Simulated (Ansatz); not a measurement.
Run on Co (hcp type): DFT, LDA, PAW with Ansatz's default frozen-core files, scalar-relativistic (Ansatz 0.2.0). This run: bulk cell relaxed.

The start is a guessed cell.

Command: `ansatz run input.yaml --threads 3 --pin off --max-ram 9216MiB --backend cpu --events-out ev --progress --plain --runs-dir out`

```yaml
crystal:
  lattice:
    - [2.5090426088, 0.0, 0.0]
    - [-1.2545213044, 2.1728946384, 0.0]
    - [0.0, 0.0, 4.0646490262]
  atoms:
    - { symbol: Co, position: [0.3333333333, 0.6666666667, 0.25], spin: 1.7 }
    - { symbol: Co, position: [0.6666666667, 0.3333333333, 0.75], spin: 1.7 }
magnetization:
  spin_polarized: true
kpoints:
  mp_grid: { grid: [20, 20, 11] }
scf:
  occupations: { method: fermi_dirac, width: 0.1 }
hamiltonian:
  xc: lda
  pseudopotentials: { kind: paw }
output:
  forces: true
  stress: true
relax:
  f_tol: 0.005
  max_steps: 40
  cell: {}
```

Output:

```
Engine: ansatz 0.2.0
Pseudopotentials: kind: paw
Pseudopotential: Co, paw, valence charge 17, recommended cutoff 420 eV (normal), Co.paw.azcp
Functional definition: SPW92
  exchange = slater_x
  correlation = pw_c
Crystal: 2 atoms, lattice volume = 22.160 Å³
Basis set: ecut = 420 eV, 415 PW (Γ)
Bands: 23, of which v1, the nominal top of the filled ones, is band 17 counted from 1 (16 counted from 0)
Symmetry: 24 space group operations
Space group: P63/mmc (ITA 194), of the structure as read, at distance tolerance 2.8e-5 Å
Magnetic group: BNS 194.263 (UNI 1493), of the structure as read, at distance tolerance 2.8e-5 Å
k-points: 264 of 4400
Non-local potential: Co, projectors of the file, l = 0: 3, l = 1: 2, l = 2: 3, l = 3: 1
PAW form: soft (Blöchl's): semilocal exchange-correlation on the pseudo side does not see the compensation charge
PAW frozen core: Co, regenerated for the run's functional, and the local potential with it (the file was generated under x = pbe(κ = 0.804, μ = 0.2195149727645171), c = pbe(β = 0.06672455060314922))
PAW one-centre angular grid: Co, 590 points (default); XC on 64 Gauss nodes
Initial density: superposition of atomic densities (chi_scale 0.1, normalization cell)
Starting moments: Σ|m| = 3.4 μB on 2 of 2 sites
Initial wavefunctions: pseudopotential atomic-orbital guess
Functional: x = slater, c = lda
SCF iter   1: F=—  HF=-10124.983812 eV  |F-HF|=—  |Δ(HF+E_count)|=         —  Δρ=1.04e-1 (↑4.83e-2 ↓1.04e-1)  dr2=2.85e0  dr2_m=1.63e-1  M=3.218 μB ∫|m|=3.329 μB  β_m=0.30  ethr=3.10e-3  ⟨swp⟩=5.0  Hψ=44578  notcnv=0
Mixer restart at iter 1: flushing history
preconditioner: auto → none  [metal: Δε(μ)=0.005 eV  Ē_g=8.919 eV  σ=0.100 eV  W_gap=0.01  n_scr=8 (ndim 8)  ℏωp=33.5 eV  f_vac=0.000  D(μ)=2.21/eV (n_scr^D=34)  sad-step TF]
SCF iter   2: F=—  HF=-10124.045059 eV  |F-HF|=—  |Δ(HF+E_count)|=   9.39e-1  Δρ=4.33e-2 (↑1.53e-2 ↓4.33e-2)  dr2=1.68e-1  dr2_m=1.62e-1  M=3.272 μB ∫|m|=3.411 μB  β_m=0.36  ethr=3.10e-3  ⟨swp⟩=2.5  Hψ=25280  notcnv=0  defer=47
SCF iter   3: F=—  HF=-10124.630114 eV  |F-HF|=—  |Δ(HF+E_count)|=         —  Δρ=2.80e-2 (↑2.80e-2 ↓1.65e-2)  dr2=1.34e-2  dr2_m=9.85e-2  M=3.310 μB ∫|m|=3.485 μB  β_m=0.36  ethr=4.95e-4  ⟨swp⟩=2.1  Hψ=15371  notcnv=0  defer=47
Mixer restart at iter 3: flushing history
SCF iter   4: F=—  HF=-10124.989857 eV  |F-HF|=—  |Δ(HF+E_count)|=   3.60e-1  Δρ=1.66e-2 (↑1.66e-2 ↓8.12e-3)  dr2=8.95e-3  dr2_m=3.07e-2  M=3.269 μB ∫|m|=3.460 μB  β_m=0.58  ethr=3.94e-5  ⟨swp⟩=2.1  Hψ=23061  notcnv=0  defer=47
SCF iter   5: F=—  HF=-10125.365244 eV  |F-HF|=—  |Δ(HF+E_count)|=   3.75e-1  Δρ=4.83e-3 (↑4.42e-3 ↓4.83e-3)  dr2=1.27e-2  dr2_m=3.66e-4  M=3.202 μB ∫|m|=3.422 μB  β_m=0.79  ethr=2.63e-5  ⟨swp⟩=2.0  Hψ=24884  notcnv=0  defer=47
SCF iter   6: F=—  HF=-10125.412043 eV  |F-HF|=—  |Δ(HF+E_count)|=   4.68e-2  Δρ=7.95e-3 (↑7.95e-3 ↓4.94e-3)  dr2=1.68e-2  dr2_m=5.59e-4  M=3.179 μB ∫|m|=3.406 μB  β_m=0.61  ethr=2.63e-5  ⟨swp⟩=2.0  Hψ=25997  notcnv=0  defer=39
SCF iter   7: F=—  HF=-10125.405327 eV  |F-HF|=—  |Δ(HF+E_count)|=   6.72e-3  Δρ=1.20e-3 (↑5.73e-4 ↓1.20e-3)  dr2=4.08e-4  dr2_m=3.68e-5  M=3.179 μB ∫|m|=3.407 μB  β_m=0.76  ethr=2.63e-5  ⟨swp⟩=2.4  Hψ=24259  notcnv=0  defer=54
SCF iter   8: F=—  HF=-10125.406265 eV  |F-HF|=—  |Δ(HF+E_count)|=   9.39e-4  Δρ=8.43e-4 (↑5.22e-4 ↓8.43e-4)  dr2=2.44e-4  dr2_m=7.76e-6  M=3.176 μB ∫|m|=3.405 μB  β_m=0.88  ethr=1.20e-6  ⟨swp⟩=2.2  Hψ=15865  notcnv=0  defer=49
SCF iter   9: F=—  HF=-10125.406434 eV  |F-HF|=—  |Δ(HF+E_count)|=   1.69e-4  Δρ=8.17e-5 (↑2.91e-5 ↓8.17e-5)  dr2=1.64e-6  dr2_m=1.64e-7  M=3.174 μB ∫|m|=3.403 μB  β_m=0.94  ethr=7.17e-7  ⟨swp⟩=2.0  Hψ=16673  notcnv=0  defer=36
SCF iter  10: F=—  HF=-10125.406436 eV  |F-HF|=—  |Δ(HF+E_count)|=   1.29e-6  Δρ=7.33e-6 (↑7.33e-6 ↓5.67e-6)  dr2=5.73e-9  dr2_m=1.23e-9  M=3.174 μB ∫|m|=3.403 μB  β_m=0.97  ethr=4.83e-9  ⟨swp⟩=2.0  Hψ=21251  notcnv=0  defer=33
SCF iter  11: F=-10125.406436 eV  HF=-10125.406436 eV  |F-HF|=8.55e-9  |Δ(HF+E_count)|=  2.36e-11  Δρ=5.02e-6 (↑4.72e-6 ↓5.02e-6)  dr2=9.62e-9  dr2_m=3.21e-11  M=3.174 μB ∫|m|=3.403 μB  ethr=1.68e-11  ⟨swp⟩=1.7  Hψ=32971  notcnv=0
SCF 1 converged in 11 iterations: F = -10125.406436 eV  dr2 = 9.62e-9
  greatest PAW one-centre occupation: 1.002 electrons in one spin orbital (limit 2), on the Co atom at site 1 (counted from 0), in its partial waves of l = 1
relax step   1: F+E_penalty+E_count = -10125.40643568 eV  Δ(F+E_penalty+E_count) = +0.000e0 eV  max|allowed force component| = 2.082e-17 eV/Å  Δτ_max = 0.0000 Å  P = -21.535 GPa  Ω = 22.160 Å³  (11 SCF iters, dr2 threshold 1.00e-7 eV, accepted)
Crystal: 2 atoms, lattice volume = 20.899 Å³
Basis set: ecut = 420 eV, 391 PW (Γ)
Initial density: handed on by an earlier stage of this run
Starting moments: Σ|m| = 3.4 μB on 2 of 2 sites; this step starts from the density that it was given
Initial wavefunctions: those handed on with the density
iter 1 solved again at ethr=1.59e-4 eV; its pass at ethr=3.10e-3 eV (dr2=5.40e-2 eV) is discarded
SCF iter   1: F=—  HF=-10125.550779 eV  |F-HF|=—  |Δ(HF+E_count)|=         —  Δρ=1.66e-2 (↑1.66e-2 ↓5.16e-3)  dr2=5.51e-2  dr2_m=8.53e-3  M=3.081 μB ∫|m|=3.284 μB  β_m=0.30  ethr=1.59e-4  ⟨swp⟩=1.0  Hψ=59730  notcnv=0
preconditioner: auto → none  [metal: Δε(μ)=0.005 eV  Ē_g=9.757 eV  σ=0.100 eV  W_gap=0.01  n_scr=8 (ndim 8)  ℏωp=34.5 eV  f_vac=0.000  D(μ)=1.86/eV (n_scr^D=22)]
SCF iter   2: F=—  HF=-10125.527051 eV  |F-HF|=—  |Δ(HF+E_count)|=   2.37e-2  Δρ=6.16e-3 (↑2.06e-3 ↓6.16e-3)  dr2=2.77e-3  dr2_m=2.08e-3  M=3.094 μB ∫|m|=3.297 μB  β_m=0.29  ethr=1.59e-4  ⟨swp⟩=2.0  Hψ=19578  notcnv=0
SCF iter   3: F=—  HF=-10125.530724 eV  |F-HF|=—  |Δ(HF+E_count)|=   3.67e-3  Δρ=3.77e-3 (↑2.53e-3 ↓3.77e-3)  dr2=1.89e-4  dr2_m=1.75e-3  M=3.088 μB ∫|m|=3.291 μB  β_m=0.64  ethr=8.15e-6  ⟨swp⟩=2.0  Hψ=18701  notcnv=0
SCF iter   4: F=—  HF=-10125.536418 eV  |F-HF|=—  |Δ(HF+E_count)|=   5.69e-3  Δρ=1.24e-3 (↑6.12e-4 ↓1.24e-3)  dr2=4.80e-4  dr2_m=2.23e-5  M=3.077 μB ∫|m|=3.282 μB  β_m=0.78  ethr=5.57e-7  ⟨swp⟩=2.0  Hψ=22212  notcnv=0
SCF iter   5: F=—  HF=-10125.536423 eV  |F-HF|=—  |Δ(HF+E_count)|=   5.05e-6  Δρ=9.25e-5 (↑9.25e-5 ↓1.84e-5)  dr2=1.28e-6  dr2_m=3.66e-7  M=3.075 μB ∫|m|=3.279 μB  β_m=0.81  ethr=5.57e-7  ⟨swp⟩=2.0  Hψ=17093  notcnv=0
SCF iter   6: F=—  HF=-10125.536424 eV  |F-HF|=—  |Δ(HF+E_count)|=   1.21e-6  Δρ=7.07e-5 (↑7.07e-5 ↓4.49e-5)  dr2=1.38e-6  dr2_m=3.45e-8  M=3.075 μB ∫|m|=3.279 μB  β_m=0.90  ethr=3.76e-9  ⟨swp⟩=2.4  Hψ=17063  notcnv=0
SCF iter   7: F=—  HF=-10125.536424 eV  |F-HF|=—  |Δ(HF+E_count)|=   6.25e-8  Δρ=4.49e-6 (↑4.49e-6 ↓2.73e-6)  dr2=5.84e-9  dr2_m=1.58e-10  M=3.075 μB ∫|m|=3.279 μB  β_m=0.89  ethr=3.76e-9  ⟨swp⟩=2.0  Hψ=16453  notcnv=0
[... lines left out ...]
SCF iter   3: F=—  HF=-10125.565297 eV  |F-HF|=—  |Δ(HF+E_count)|=   2.56e-9  Δρ=2.17e-6 (↑2.17e-6 ↓1.04e-6)  dr2=7.54e-10  dr2_m=7.38e-11  M=2.964 μB ∫|m|=3.150 μB  β_m=0.46  ethr=1.85e-12  ⟨swp⟩=2.0  Hψ=21627  notcnv=0
SCF iter   4: F=—  HF=-10125.565297 eV  |F-HF|=—  |Δ(HF+E_count)|=  3.00e-10  Δρ=5.60e-7 (↑2.55e-7 ↓5.60e-7)  dr2=8.72e-11  dr2_m=9.96e-12  M=2.964 μB ∫|m|=3.150 μB  β_m=0.73  ethr=1.85e-12  ⟨swp⟩=2.1  Hψ=17015  notcnv=0
SCF iter   5: F=—  HF=-10125.565297 eV  |F-HF|=—  |Δ(HF+E_count)|=   1.32e-9  Δρ=3.44e-7 (↑3.44e-7 ↓1.75e-7)  dr2=2.36e-12  dr2_m=1.16e-11  M=2.964 μB ∫|m|=3.150 μB  β_m=0.87  ethr=1.00e-12  ⟨swp⟩=2.2  Hψ=18200  notcnv=0
SCF iter   6: F=-10125.565297 eV  HF=-10125.565297 eV  |F-HF|=1.82e-12  |Δ(HF+E_count)|=  5.82e-11  Δρ=1.22e-7 (↑1.22e-7 ↓3.33e-8)  dr2=1.90e-12  dr2_m=3.89e-13  M=2.964 μB ∫|m|=3.150 μB  ethr=1.00e-12  ⟨swp⟩=4.0  Hψ=49774  notcnv=0
SCF 8 converged in 6 iterations: F = -10125.565297 eV  dr2 = 1.90e-12
relax step   8: F+E_penalty+E_count = -10125.56529654 eV  Δ(F+E_penalty+E_count) = +2.921e-5 eV  max|allowed force component| = 7.633e-17 eV/Å  Δτ_max = 0.0000 Å  P = +0.003 GPa  Ω = 20.005 Å³  stress off target by 4.18e-3 GPa  SCF on the basis re-selected at this cell (its energy is not comparable with the rows above)  (6 SCF iters)
basis re-selected at this cell: Δ(F+E_penalty+E_count) = +2.921e-5 eV, ΔP = -0.003 GPa vs the last step (what re-selecting the basis moved, of the pressure what is left beyond the Pulay correction that the steps carried, after the strain that the cell walked since its last selection, with what the two solves' SCF thresholds leave and, on support functions, any second-order correction that the steps lacked; it is no measure of the basis error at this ecutwfc). This SCF's stress stands 4.18e-3 GPa from its target on what of the cell is left free (relax.cell.stress_tol is 5.00e-2 GPa) and its largest allowed force component is 7.63e-17 eV/Å (relax.f_tol is 5.00e-3 eV/Å): within both
SCF converged after 6 iterations
Magnetization: 2.9641 μB (18.4820 up, 15.5180 down)
Absolute magnetization: 3.1505 μB (∫|ρ↑−ρ↓|, with the PAW one-centre terms)
Spin contamination: 0.0296 ħ² per cell (⟨S²⟩ above its minimum at these occupations)
Per-site moments (μB) at R_I (Å): [(1.5252564893517455, 0.9936913328682516), (1.5252564893517455, 0.9936913328682516)]
Free energy (F): -10125.565297 eV
Harris-Foulkes:  -10125.565297 eV  (|F-HF|=1.82e-12)
Internal energy: -10125.496865 eV  (E = F + TS)
E sigma→0 (E₀):  -10125.531081 eV
Entropy (-TS):   -0.068431 eV (-34.216 meV/atom)
Fermi energy:    20.113199 eV
--- Per-component energies (eV) ---
  E_band       = -433.713427
  E_kinetic    = 912.928125
  E_local      = -5440.050444  (includes V_loc(G=0)·N_el)
  E_nonlocal   = 918.451841
  E_hartree    = 2282.714640
  E_xc         = -317.085507
  E_vxc        = -411.671020  (∫ρ·V_xc dr)
  E_paw        = -2905.140046  (= ΣΔE_a)
  E_vpaw       = -978.801146  (= ΣTr[D̂ρ^β])
  E_aug_tail   = 0.000066  (compensation charges beyond the density's cutoff)
  E_ewald      = -5578.152042
  E_core_change = 0.836501  (= ΣΔE_core)
  E_smearing   = -0.068431  (= −TS)
  E_closure    = -0.000000  (closes the sum)
  Σ components = -10125.565297   (vs F -10125.565297, Δ=0.00e0)
--- Forces (eV/Å), atoms counted from 1 ---
  atom   1  Co    -0.00000000     0.00000000     0.00000000
  atom   2  Co    -0.00000000    -0.00000000    -0.00000000
  max |Σ_I F_I| component: 2.31e-17 eV/Å
--- Stress (GPa, compression-positive) ---
        0.001719      -0.000000       0.000000
       -0.000000       0.001719       0.000000
        0.000000      -0.000000       0.004177
  P = ⅓ Tr σ = 0.0025 GPa (0.025 kbar)
--- Relaxed structure (6 steps of the walk, 6 accepted, 2 SCFs on fresh bases) ---
  F+E_penalty+E_count = -10125.56529654 eV   max|allowed force component| = 7.633e-17 eV/Å   (the final SCF, on the basis selected at the relaxed cell)
  cell:  # Å, volume = 20.0052 Å³
    - [2.4281254784801836, -5.7704530107050055e-34, 1.1290016760075012e-34]
    - [-1.2140627392400918, 2.1028183479400844, 1.4554913798467143e-34]
    - [1.828982715106272e-34, 3.7786274843341374e-34, 3.918045086070072]
  atoms:
    - { symbol: Co, position: [0.33333333333333326, 0.6666666666666665, 0.25] }
    - { symbol: Co, position: [0.6666666666666665, 0.33333333333333326, 0.75] }
```

Next run, as changes to the input before:

```diff
   lattice:
-    - [2.5090426088, 0.0, 0.0]
-    - [-1.2545213044, 2.1728946384, 0.0]
-    - [0.0, 0.0, 4.0646490262]
+    - [2.4281254785, 0.0, 0.0]
+    - [-1.2140627392, 2.1028183479, 0.0]
+    - [0.0, 0.0, 23.8361]
   atoms:
-    - { symbol: Co, position: [0.3333333333, 0.6666666667, 0.25], spin: 1.7 }
-    - { symbol: Co, position: [0.6666666667, 0.3333333333, 0.75], spin: 1.7 }
+    - { symbol: Co, position: [0.0, 0.0, 0.335625581], spin: 1.7 }
+    - { symbol: Co, position: [0.333333334, 0.666666666, 0.4178127906], spin: 1.7 }
+    - { symbol: Co, position: [0.0, 0.0, 0.4999999998], spin: 1.7 }
+    - { symbol: Co, position: [0.333333334, 0.666666666, 0.5821872094], spin: 1.7 }
+    - { symbol: Co, position: [0.0, 0.0, 0.664374419], spin: 1.7 }
 magnetization:
 kpoints:
-  mp_grid: { grid: [20, 20, 11] }
+  mp_grid: { grid: [19, 19, 1] }
 scf:
   stress: true
-relax:
-  f_tol: 0.005
-  max_steps: 40
-  cell: {}
+  eigenvalues: true
+  populations: true
+efield:
+  axis: 3
+  amplitude: 0
+  dipole_correction: true
```

Results part of the output:

```
SCF 1 converged in 24 iterations: F = -25312.124703 eV  dr2 = 2.46e-10
  greatest PAW one-centre occupation: 1.002 electrons in one spin orbital (limit 2), on the Co atom at site 0 (counted from 0), in its partial waves of l = 1
SCF converged after 24 iterations
an eigenvalue changed by more than its tolerance at an iteration that met the thresholds in force, so the SCF went on 7 times, its first undamped step at iteration 16: the last check found none over its tolerance
Magnetization: 7.8029 μB (46.4014 up, 38.5986 down)
Absolute magnetization: 8.2843 μB (∫|ρ↑−ρ↓|, with the PAW one-centre terms)
Spin contamination: 0.0989 ħ² per cell (⟨S²⟩ above its minimum at these occupations)
Per-site moments (μB) at R_I (Å): [(1.6644552795416971, 0.9936913341114708), (1.581635145938995, 0.9936913309130846), (1.4990900444911401, 0.9936913309130846), (1.5816352398094213, 0.9936913341114714), (1.664454770181756, 0.9936913341114714)]
Free energy (F): -25312.124703 eV
Harris-Foulkes:  -25312.124703 eV  (|F-HF|=2.36e-10)
Internal energy: -25311.947980 eV  (E = F + TS)
E sigma→0 (E₀):  -25312.036341 eV
Entropy (-TS):   -0.176723 eV (-35.345 meV/atom)
[... lines left out ...]
--- Band table (eV; the first three rows and the last of 80) ---
  k-point 0 ↑: bands = ["-90.0569", "-90.0489", "-89.9394", "-89.9250", "-89.9232", "-53.8873", "-53.8190", "-53.6308", "-53.5694", "-53.5216", "-53.5216", "-53.5153", "-53.5153", "-53.4689", "-53.4326", "-53.4326", "-53.3867", "-53.3867", "-53.3865", "-53.3865", "-4.0240", "-3.0332", "-1.6558", "-0.6270", "-0.3804", "2.2510", "2.2577", "2.4459", "2.4606", "2.4606", "2.4624", "2.4624", "2.6297", "2.6297", "2.7870", "2.7870", "2.8986", "2.8986", "2.9299", "3.4858", "3.4858", "3.8444", "3.8444", "4.2470", "4.2470", "4.4504", "4.4504", "4.5282", "4.5682", "4.5682", "5.2164", "10.1812", "10.4269", "11.2535", "12.5678", "13.3238", "15.1283"]
  k-point 1 ↑: bands = ["-90.0553", "-90.0475", "-89.9381", "-89.9237", "-89.9220", "-53.8840", "-53.8173", "-53.6323", "-53.5717", "-53.5290", "-53.5241", "-53.5221", "-53.5175", "-53.4699", "-53.4403", "-53.4345", "-53.3950", "-53.3947", "-53.3887", "-53.3885", "-3.9217", "-2.9353", "-1.5634", "-0.5407", "-0.3084", "2.1788", "2.2465", "2.3528", "2.3972", "2.5047", "2.5078", "2.5321", "2.6279", "2.6498", "2.6750", "2.8272", "2.8696", "2.9452", "2.9621", "3.4566", "3.4641", "3.7830", "3.8305", "4.0898", "4.1003", "4.2398", "4.4527", "4.4532", "4.5797", "5.0514", "5.7335", "10.2711", "10.5236", "11.3393", "12.6592", "13.3845", "15.2096"]
  k-point 2 ↑: bands = ["-90.0505", "-90.0432", "-89.9344", "-89.9200", "-89.9185", "-53.8744", "-53.8125", "-53.6389", "-53.5818", "-53.5473", "-53.5389", "-53.5312", "-53.5239", "-53.4745", "-53.4618", "-53.4399", "-53.4194", "-53.4169", "-53.3945", "-53.3942", "-3.6198", "-2.6485", "-1.2967", "-0.2931", "-0.1045", "2.0139", "2.1211", "2.2040", "2.2857", "2.4361", "2.5642", "2.5953", "2.6299", "2.6351", "2.8078", "2.8278", "2.9174", "2.9340", "3.0810", "3.3149", "3.4187", "3.5185", "3.7658", "3.7980", "4.0707", "4.2206", "4.4598", "4.6090", "4.7005", "5.6919", "6.5779", "10.5386", "10.8133", "11.5951", "12.9329", "13.5691", "15.4574"]
  k-point 39 ↓: bands = ["-88.1140", "-88.1126", "-88.1096", "-87.9285", "-87.9285", "-52.0273", "-52.0186", "-52.0005", "-51.9582", "-51.9459", "-51.9012", "-51.8951", "-51.8460", "-51.7865", "-51.7723", "-51.7691", "-51.7326", "-51.7219", "-51.6151", "-51.6130", "1.7998", "1.9652", "2.0031", "2.1061", "2.1935", "2.2221", "2.3463", "2.6451", "2.7381", "3.3016", "3.3966", "3.4724", "3.9322", "3.9410", "4.0426", "4.0524", "4.6978", "4.8750", "5.4244", "5.9176", "5.9462", "6.0365", "6.1460", "6.2728", "6.2782", "10.6278", "11.2401", "11.8564", "12.1542", "12.2823", "12.3516", "12.9712", "13.9478", "14.8970", "15.4445", "15.8936", "16.5919"]
--- Löwdin populations: 5 sites ---
  site symbol       q [e]    m [muB]
     0     Co     16.7967     1.6770
     1     Co     16.7838     1.5854
     2     Co     16.8038     1.5027
     3     Co     16.7838     1.5854
     4     Co     16.7967     1.6770
  spilling = 0.012179 (of n_electrons = 85.000000)
```

Next run (atoms relaxed), as changes to the input before:

```diff
   eigenvalues: true
-  populations: true
+  write_density: true
+  write_potential: true
+  elf: true
+  volumetric_format: npy
+relax:
+  f_tol: 0.01
+  max_steps: 40
 efield:
```

Results part of the output:

```
Warning: output.stress: scf.convergence.dr2_threshold = 1e-7 eV (the SCF's general default) is looser than the 5e-10 eV advised for a printed stress (1e-10 eV for each atom of the cell: 5). What an SCF threshold leaves in a stress goes as its square root, and in the free energy as the threshold itself, and one threshold admits the most on a small cell: of the crystals measured, under no hybrid fun
WARN: The output density's exchange-correlation potential varies sharply where the density is thin. Do not read a vacuum level from v_tot or v_xc, or from such a field of the output density. On a cell that repeats whose density bears no net charge and no dipole along the vacuum's axis use v_es (v_loc + v_h of the components); under efield.dipole_correction with no amplitude use v_es + v_field, which holds any external_charges[].barrier, or the levels of the report's work_function block, which leave it out; under a non-zero efield.amplitude the vacuum is tilted and has no level; on a cell that repeats and bears such a dipole with no correction it is tilted too, and efield.dipole_correction with no amplitude gives each side of its ramp a level where efield: is served; in a cell that repeats whose density bears a net charge (total_charge, or a fill off its count) it is curved and has none; of a slab under crystal.periodic whose density bears no net charge use v_es, which has a level on each side, short of where the two are joined; of another it falls or rises all the way out and has none; of a slab beside external_charges read slab_vacuum_level instead, which it has where they leave it neutral. The grid or the basis barely resolves most such structure, and the values can differ between equally converged runs; as a rule a tighter scf.convergence.dr2_threshold does not remove it. Where the density itself ripples (under the LDA too) a higher basis.ecutwfc lessens it. The files hold the spikes' plane waves up to the density's cutoff. Files: v_tot_of_output_density and the like, and their columns of v_z.tsv (output.write_potential); v_xc_of_output_density and the like, and their columns of v_comp_z.tsv (output.write_potential_components). Measured: with its Gaussian average of σ = 0.25 Å subtracted twice, the exchange-correlation potential is over 0.1 eV at 108 of the grid points where the equally averaged density (valence and model cores) is under 1e-3 e/Å³, and 0.161 eV at the most among them, at an averaged density of 6.6e-6 e/Å³. The input density's (outcome.potential() and, of a run that writes arrays, v_tot and v_xc) is over 0.1 eV, so measured, at 120 points of its own thin density, 0.161 eV at the most. See output.write_potential in the manual, Limitations
SCF converged after 10 iterations
Magnetization: 7.7627 μB (46.3813 up, 38.6187 down)
Absolute magnetization: 8.2315 μB (∫|ρ↑−ρ↓|, with the PAW one-centre terms)
Spin contamination: 0.0958 ħ² per cell (⟨S²⟩ above its minimum at these occupations)
Per-site moments (μB) at R_I (Å): [(1.6441461515505404, 0.9773924309451067), (1.5745384749618365, 0.9773924309451067), (1.500045034216892, 0.9974455606935956), (1.5745380032136045, 0.9773922607578519), (1.6441459115880144, 0.9773922607578519)]
Free energy (F): -25312.141906 eV
[... lines left out ...]
--- Relaxed structure (4 steps of the walk, 4 accepted, 0 SCFs on fresh bases) ---
  F+E_penalty+E_count = -25312.14190621 eV   max|allowed force component| = 1.193e-3 eV/Å
  atoms:
    - { symbol: Co, position: [-2.5498741919612753e-17, 2.9605947316460076e-17, 0.3372036752787492] }
    - { symbol: Co, position: [0.3333333333333333, 0.6666666666666667, 0.4173437157410433] }
    - { symbol: Co, position: [-2.6645341848969642e-17, 2.9605947316444336e-17, 0.5000000146185464] }
    - { symbol: Co, position: [0.3333333333333333, 0.6666666666666667, 0.5826562875845879] }
    - { symbol: Co, position: [-2.7791976495209905e-17, 2.9605947316428596e-17, 0.6627963065770738] }
```

The magnetic state is the one reached from the start moments; other orders weren't searched. The PAW files were made under PBE.
